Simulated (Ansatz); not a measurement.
Theory: DFT PBE, scalar-relativistic, plane waves, PAW in Ansatz. Plane waves to 420 eV, a 12×12×4 mesh through Γ for the 6-atom cell and 0.10 eV Gaussian smearing; no spin polarisation.

Energies over the elements count from the elements' standard structures at the same level, with no fitted energy shifts.

Question: Propose a candidate for a trigonal metal with formula PdPtSe4, with a formation energy near −0.33 eV/atom and about 21 Å³ per atom, in a cell of 6 atoms.

Answer: PdPtSe4, space group P-3m1 (No. 164). Around Pd lie 6 Se at 2.54 Å; Pt is surrounded by 6 Se at 2.54 Å; Se on its first site is surrounded by 3 Pt at 2.54 Å; Se on its second site has 3 Pd at 2.54 Å.

Space group P-3m1 (No. 164). a = 3.793 Å, b = 3.793 Å, c = 10.305 Å, α = 90.00°, β = 90.00°, γ = 120.00°
```
atom  site  symmetry       x       y       z
  Pd    1b      -3m.  0.0000  0.0000  0.5000
  Pt    1a      -3m.  0.0000  0.0000  0.0000
  Se    2d       3m.  0.3333  0.6667  0.1252
  Se    2d       3m.  0.3333  0.6667  0.6247
```

* Volume per atom: 21.4 Å³
* Density: 8.0 g/cm³
* Energy over the elements: −0.33 eV/atom
* Gap on the 12×12×4 mesh of the 6-atom cell: 0 eV (a metal)

The structure comes from a generated guess, relaxed at this level; another structure or a mixture of phases may lie lower. Other answers may fit too; this one was computed.

Weakly bound directions are ill-defined at this level, which has no dispersion term. Spin–orbit coupling, which can matter for Pt, is left out. The reference form of Se is held partly by dispersion forces, which this level lacks. Symmetry constrained the relaxation, so the result can be a saddle point.
